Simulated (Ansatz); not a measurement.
LiRh: strain energy, fitted

LiRh, P-6m2, a = 2.626 Å, c = 4.326 Å. The structure is a Materials Project entry; whether it is the stable form wasn't checked. Ansatz: PBEsol, PAW, 420 eV, Γ-centred 18×18×10 mesh on 2 atoms, Gaussian smearing 0.10 eV; no spin polarisation. Series: uniaxial strain along c, with a, b and atoms relaxed; x is the strain in per cent. y is the free energy over the unstrained cell, V0 = 12.914 Å³/atom.

| x (%) | y (meV/atom) |
| --- | --- |
| -6.0 | ? |
| -4.0 | 12.20 |
| -2.0 | 2.99 |
| 0.0 | 0.00 |
| 2.0 | 2.88 |
| 4.0 | 11.21 |

Task: Fit y = c2 x² + c3 x³ to the other rows, turn c2 into a modulus, and predict the missing energy.

Result: Least squares on the rows shown. y = 0.73169 x² − 0.0077212 x³. In eV per unit strain² c2 is 7.317; this is Young's modulus along the axis (E = ½ Y V0 ε²): 2 × 7.317 × 160.2 / (12.914) = 182 GPa. At x = -6.0 the fit asked for gives 28.01 meV/atom. The run gave 28.13 meV/atom, so the fit is 0.12 meV/atom too low, a small miss on the scale of the series. The form still works here, 25 % of the fitted range beyond its end.

1 further run of this set didn't finish or converge.